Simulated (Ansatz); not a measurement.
W (fcc (Cu type), Fm-3m) under volume change, plane-wave PAW PBEsol (Ansatz code), scaled uniformly.

| V (Å³/atom) | E − E(relaxed) (meV/atom) | P (GPa) |
|---|---|---|
| 14.541 | 142.8 | 34.39 |
| 15.020 | 60.0 | 21.20 |
| 15.500 | 14.2 | 9.74 |
| 15.979 | 0.0 | 0.00 |
| 16.458 | … | … |
| 16.938 | … | … |
| 17.417 | 105.1 | -21.85 |

**Question.** Fill in the missing entries.

**Answer.** 
- 16.938, E − E(relaxed) (meV/atom): 48.9
- 16.938, P (GPa): -15.60
- 16.458, E − E(relaxed) (meV/atom): 12.8
- 16.458, P (GPa): -8.36

**Question.** What does a third-order Birch–Murnaghan fit give for V₀, B₀ and B′?

**Answer.** V₀ = 15.98 Å³/atom, B₀ = 302 GPa, B′ = 4.0.

The workflow started from an entry of the Crystallography Open Database (COD), which files this formula under 6 space groups. It is not the phase usual at ambient conditions (space group No. 229). The cell was relaxed with PBEsol under the symmetry of its start. At this level the phase is mechanically unstable. The run is not spin-polarised. Spin–orbit coupling is left out wherever it is not named.

Potentials: the earlier of the program's two PAW sets.
